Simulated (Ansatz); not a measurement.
**Structures of K3Cl: which is lowest?**

Plane-wave DFT in Ansatz with scalar-relativistic PAW potentials, cutoff 420 eV, Γ-centred meshes chosen by cell and gap, Gaussian smearing with energies taken to zero width. Every cell was relaxed (cell and atoms) in a run of its own, within the symmetry of its start. Functional: PBE.

Relaxed structures (starts from databases or built by putting these elements on another compound's sites):
A. I4/mmm, 4 atoms in the computed cell, a = 5.371 Å, c = 14.456 Å; sites (symmetry × multiplicity) K -4m2 × 4 + 4/mmm × 2, Cl 4/mmm × 2; start: built
B. P6_3/mcm, 8 atoms in the computed cell, a = 8.122 Å, c = 7.804 Å; sites (symmetry × multiplicity) K m2m × 6, Cl -3.m × 2; start: built

Problem. Rank them by energy. Could pressure change the order?

Solution.
```csv
structure,group,E − E(lowest) (meV/atom),V (Å³/atom),gap on mesh (eV)
B,P6_3/mcm,0.0,55.73,0.00
A,I4/mmm,298,52.13,0.00
```

B is lowest, 298 meV/atom under A. A is denser by 3.60 Å³/atom, so pressure favours it: ΔE/ΔV, with ΔE in eV and 1 eV/Å³ = 160.2 GPa, gives about 13 GPa for equal enthalpy if both cells were rigid, a rough figure since the two compress differently. Other structures may lie lower than all of these, and vibrations aren't counted.

Spin polarisation was left out, and a magnetic state may lie lower.